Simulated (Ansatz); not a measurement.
# Relaxing nickel (omega (AlB2-type))

Level of theory: Ansatz, DFT, m-r2SCAN, plane waves (500 eV) with PAW, scalar-relativistic. The PAW files were generated under PBE, with cores re-solved for the functional.

k-point mesh 9×9×13, Fermi-Dirac smearing 0.05 eV, starting moments 0.80 ×3 μB. Cell and atoms relax.

Starting structure:

```cif
data_structure
_symmetry_space_group_name_H-M 'P 1'
_symmetry_Int_Tables_number 1
_cell_length_a 3.9541
_cell_length_b 3.9541
_cell_length_c 2.4238
_cell_angle_alpha 90.000
_cell_angle_beta 90.000
_cell_angle_gamma 120.000
_cell_volume 32.82
loop_
_atom_site_label
_atom_site_type_symbol
_atom_site_fract_x
_atom_site_fract_y
_atom_site_fract_z
_atom_site_occupancy
Ni1 Ni 0.00000 0.00000 0.00000 1
Ni2 Ni 0.33333 0.66667 0.50000 1
Ni3 Ni 0.66667 0.33333 0.50000 1
```

Q: The pressure at the start is -5.2 GPa. By how much does the volume change?

A: From 10.94 to 10.65 Å³ per atom, -2.6 %. The final cell has a = 3.934 Å, c = 2.385 Å (c/a = 0.606).

Q: How much energy does the relaxation gain?

A: 5.6 meV per atom.

Path of the relaxation (the plane waves are chosen anew near the end, which can shift the energy a little):

```tsv
step	E − E(final) (meV/atom)	V (Å³/atom)	P (GPa)	max force (eV/Å)
0	5.59	10.940	-5.21	0.000
1	1.23	10.790	-2.56	0.000
2	-0.33	10.646	0.20	0.000
3	-0.32	10.656	0.00	0.000
4	0.00	10.656	-0.04	0.000
5	0.00	10.654	0.00	0.000
6	0.00	10.654	0.00	0.000
```

Q: Which magnetic state does it end in?

A: ferromagnetic, net 0.61 μB per atom; moments 0.66 ×2, 0.62 μB.

m-r²SCAN is r²SCAN on the gauge-invariant kinetic-energy density; without spin polarisation the two are equal.
